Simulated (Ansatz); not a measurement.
# Si₇N: rattling a relaxed structure

The cell was found from a proposed guess, not taken from experiment.

Method: Ansatz, DFT PBE, scalar-relativistic, plane waves, PAW. Settings: cutoff 420 eV, Γ-centred mesh 6×6×6 on the computed 16-atom cell, Gaussian smearing of 0.10 eV; no spin polarisation.

The cell below (16 atoms, space group P6_3mc (No. 186)) is relaxed within its symmetry.

```
Si N
1.0
     7.33415    0.00000    0.00000
    -3.66708    6.35156    0.00000
     0.00000    0.00000    5.92843
Si N
14 2
Direct
  0.33333 0.66667 0.82186
  0.65542 0.82771 0.00261
  0.17229 0.82771 0.00261
  0.17229 0.34458 0.00261
  0.37291 0.18645 0.89941
  0.81355 0.62709 0.89941
  0.81355 0.18645 0.89941
  0.66667 0.33333 0.32186
  0.82771 0.65542 0.50261
  0.34458 0.17229 0.50261
  0.82771 0.17229 0.50261
  0.18645 0.37291 0.39941
  0.18645 0.81355 0.39941
  0.62709 0.81355 0.39941
  0.33333 0.66667 0.50210
  0.66667 0.33333 0.00210
```

For the test it was strained at random (σ = 1.5 % a component), the atoms were moved at random (σ = 0.05 Å), and all was relaxed again on a coarse 4×3×3 mesh (in the run’s order of axes) with 0.20 eV smearing, with no symmetry imposed.

Task: What happens?

Result: It returns, within 1 meV/atom of the unmoved cell on that mesh and with the same symmetry when read at 0.1 Å. So it is stable against the distortions that fit this cell and that this random move excites. Modes that don't fit the cell aren't tested.
